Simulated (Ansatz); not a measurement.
# Cs2PdCl4, a database entry at a rescaled volume

```
Cs Pd Cl
1.0
     7.39870    0.00000    0.00000
     0.00000    7.39870    0.00000
     0.00000    0.00000    4.66841
Cs Pd Cl
2 1 4
Direct
  0.00000 0.50000 0.50000
  0.50000 0.00000 0.50000
  0.00000 0.00000 0.00000
  0.22100 0.22100 0.00000
  0.77900 0.22100 0.00000
  0.77900 0.77900 0.00000
  0.22100 0.77900 0.00000
```

Single point in Ansatz 0.2.0 with r2SCAN, no spin polarisation. Cutoff 500 eV, PAW datasets, 4×4×6 Γ-centred k mesh, fermi-dirac filling (width 0.1 eV).

Question: Metal or insulator? Give the gap.

Answer: The gap is 2.04 eV, direct at the points sampled.

Question: Which element gives electrons and which takes them?

Answer: Bader charges in e: Cs +0.87, Pd +0.64, Cl -0.60. In the mean Cs gives up most and Cl takes most.

Question: What is the character of the valence top and the conduction bottom?

Answer: Within 0.7 eV of the edges, the states project mainly on Pd d (64 %) and Cl p (33 %) below the gap and on Cl p (50 %) and Pd d (45 %) above it.

Question: Which atom feels the largest force, and which way?

Answer: The largest is on Cl7 (and as large on other atoms): 0.10 eV/Å, components (0.07, -0.07, 0.00). It makes 180° with the line to a nearest neighbour, Pd3 at 2.31 Å, pointing away from it.

Origin: a database entry at a rescaled volume. Caveats: the exchange-correlation potential is rough where the density is thin.
